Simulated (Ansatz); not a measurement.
Values for one crystal, relaxed and computed with plane-wave PAW r²SCAN (Ansatz code); other levels are named.

```yaml
volume_per_atom: 27.79 Å³
band_gap: 1.26 eV (direct)
Hole effective mass with spin–orbit coupling: 0.85, 3.7, 3.7 mₑ (principal values)
Bulk modulus (Birch–Murnaghan fit): 44.2 GPa
hole_effective_mass: 0.84, 4.1, 4.1 mₑ (principal values)
Gap with spin–orbit coupling: 1.25 eV
electron_effective_mass: 0.41, 0.47, 1.4 mₑ (principal values)
```

Problem. Pick the material that matches.
A) RhCl3, C2/m (Rh on 4g, Cl on 8j, Cl on 4i)
B) Ba2NCl, R-3m (Ba on 6c, N on 3b, Cl on 3a)
C) Si3N4, Fd-3m (Si on 16c, Si on 8b, N on 32e)
D) LaN, zinc blende

Solution. B, Ba2NCl, R-3m (Ba on 6c, N on 3b, Cl on 3a)

The first step of the workflow began from a Materials Project structure, measured or hypothetical; the Crystallography Open Database copy checked does not list it. Whether it is the stable phase at ambient conditions was not checked. Symmetry was held in the r²SCAN relaxation; its stability against distortions is not shown here. Spin–orbit coupling is left out wherever it is not named.

Potentials: the later of the program's two PAW sets.
